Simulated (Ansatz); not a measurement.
Cu Kα1 powder pattern (kinematic, no thermal factors).
```
2θ (°)  relative intensity
 10.31                   5
 13.90                   6
 20.22                   2
 28.02                   2
 29.07                   2
 37.90                 100
 41.10                  79
 41.86                  75
 53.43                  18
 55.89                  16
 57.95                   1
 65.27                   9
 70.09                  30
 71.68                  29
 78.02                  22
 80.99                  10
 89.19                   8
```

The pattern is computed from a structure relaxed with Ansatz, DFT PBE, scalar-relativistic, plane waves, PAW. No spin polarisation. Its elements are Ge, Mo, Ti.

Q: Give the structure.

A: Ti3Ge8Mo.
Space group Cmmm (No. 65). a = 6.854 Å, b = 17.141 Å, c = 3.287 Å, α = 90.00°, β = 90.00°, γ = 90.00°
```json
{"atom": "Ti", "site": "2a", "symmetry": "mmm", "x": "0.0000", "y": "0.0000", "z": "0.0000"}
{"atom": "Ti", "site": "4f", "symmetry": "..2/m", "x": "0.2500", "y": "0.2500", "z": "0.5000"}
{"atom": "Ge", "site": "4i", "symmetry": "m2m", "x": "0.5000", "y": "0.1665", "z": "0.0000"}
{"atom": "Ge", "site": "8q", "symmetry": "..m", "x": "0.7552", "y": "0.4203", "z": "0.5000"}
{"atom": "Ge", "site": "4i", "symmetry": "m2m", "x": "0.0000", "y": "0.1680", "z": "0.0000"}
{"atom": "Mo", "site": "2b", "symmetry": "mmm", "x": "0.5000", "y": "0.0000", "z": "0.0000"}
```

A pattern alone doesn't exclude other cells with like lines; this is the one computed.

The cell was found from a structure generator's guess, not taken from experiment.
